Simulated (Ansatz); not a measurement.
Below is a relaxed structure of ZrH4. The cell was found from a structure generator's guess, not taken from experiment.

The calculation used DFT PBE, scalar-relativistic, plane waves, PAW (Ansatz). Cutoff 420 eV, Γ-centred mesh, Gaussian smearing, no spin polarisation.

```yaml
crystal:
  lattice:
    - [3.17237, 0.00000, 0.00000]
    - [0.00000, 3.17237, 0.00000]
    - [0.00000, 0.00000, 3.17237]
  atoms:
    - { symbol: Zr, position: [0.00000, 0.00000, 0.00000] }
    - { symbol: H, position: [0.50000, 0.50000, 0.50000] }
    - { symbol: H, position: [0.00000, 0.50000, 0.50000] }
    - { symbol: H, position: [0.50000, 0.00000, 0.50000] }
    - { symbol: H, position: [0.50000, 0.50000, 0.00000] }
```

The zero of energy is the elements' standard structures at the same level (H₂ as a molecule); no fitted shifts are applied.

**Question.** Find its symmetry and describe it.

**Answer.** Pm-3m (No. 221). Conventional cell: a = 3.172 Å. Around Zr lie 12 H at 2.24 Å, 8 H at 2.75 Å and 6 Zr at 3.17 Å; around H on a site of symmetry m-3m lie 6 H at 1.59 Å (long against covalent radii, as for large ions); H on a site of symmetry 4/mmm has 2 H at 1.59 Å, 4 Zr at 2.24 Å and 8 H at 2.24 Å.

**Question.** What is its formation energy per atom?

**Answer.** +0.30 eV/atom. It can't be a ground state, since the elements alone are lower.

**Question.** Is it a metal?

**Answer.** Yes, bands cross the Fermi level on the 12×12×12 mesh.

The last run used a 12×12×12 mesh for its 5-atom cell and Gaussian smearing of 0.10 eV. With hydrogen, zero-point motion can shift formation energies by some tens of meV/atom. Symmetry constrained the relaxation, so the result can be a saddle point.
